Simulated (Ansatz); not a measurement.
TiSi2:
```xyz
3
Lattice="4.4037 0.0000 0.0000 0.0000 4.4037 0.0000 0.0000 0.0000 2.6841" Properties=species:S:1:pos:R:3 pbc="T T T"
Si     2.2019     0.0000     0.0000
Si     0.0000     2.2019     0.0000
Ti     0.0000     0.0000     1.3421
```

Relaxed with PBE. Special points in fractions of this cell's reciprocal vectors: Γ (0.000, 0.000, 0.000); X (0.000, 0.500, 0.000); M (0.500, 0.500, 0.000); Z (0.000, 0.000, 0.500); R (0.000, 0.500, 0.500); A (0.500, 0.500, 0.500).

Problem. List the band energies nearest the Fermi level at these points for plane-wave PAW PBE (Ansatz code).

Solution. In eV from the Fermi level; about four levels below and three above (degenerate sets whole), none deeper than 8.9 eV; points with the same levels are listed once.

| k | below | above |
|---|---|---|
| Γ | -3.40 -3.40 -1.70 -0.28 | 2.35 2.35 2.38 2.38 |
| X | -2.69 -1.97 -1.03 -0.62 | 2.03 2.37 3.34 |
| M | -6.07 -5.43 -1.40 -0.30 | 2.06 2.06 2.50 |
| Z | -3.75 -3.44 -3.44 -2.24 | 1.34 3.43 3.43 |
| R | -5.56 -4.76 -3.90 -3.11 | 0.42 0.76 1.69 |
| A | -3.59 -3.59 -2.33 -1.45 -0.33 | 0.34 0.50 2.57 2.57 |

Space group P4/mmm. The cell is a constructed one: a structure type filled with these elements; neither database checked (COD, Materials Project) lists it. It is not the phase usual at ambient conditions (space group No. 63, 70). The cell was relaxed with PBE under the symmetry of its start; its stability against distortions is not shown here. The run is not spin-polarised.

Potentials: the later of the program's two PAW sets.
